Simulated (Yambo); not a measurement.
A free-standing CdClOH monolayer (symmetry P3m1, slab cell 16.5 Å high) under biaxial strain of -1.5 % in the plane; a = 3.5913 Å, b = 3.5913 Å, c = 16.5000 Å, α = 90.00°, β = 90.00°, γ = 120.00°. With the G0W0 scissor the direct gap on the mesh is 5.08 eV.

Can the lowest exciton of this BSE run be trusted, and with what binding energy? (Yambo, PBEsol bands; 12×12×1 mesh, 8 valence and 5 conduction bands, static screening with 54 bands and a 3 Ry block, scissor 2.71 eV, Tamm-Dancoff, stochastic integration of W near q = 0.)

The mesh holds a bound state, but the numbers are provisional. These are vertical excitations (zero momentum). The lowest state lies at 3.59 eV (weak for light along x, 2 states within 2 meV), the direct quasiparticle gap on this mesh at 5.08 eV. Its binding energy, counted from that gap, is 1.49 eV; it spreads over about 9.7 k points of the mesh. Convergence with the mesh was not shown. The scissor comes from a G0W0 run whose convergence isn't established. Spin-orbit splittings are left out.

Geometry strained from the cell relaxed with PBEsol, atoms relaxed again.

This is a model layer cut from the bulk structure; whether it is stable on its own was not checked.
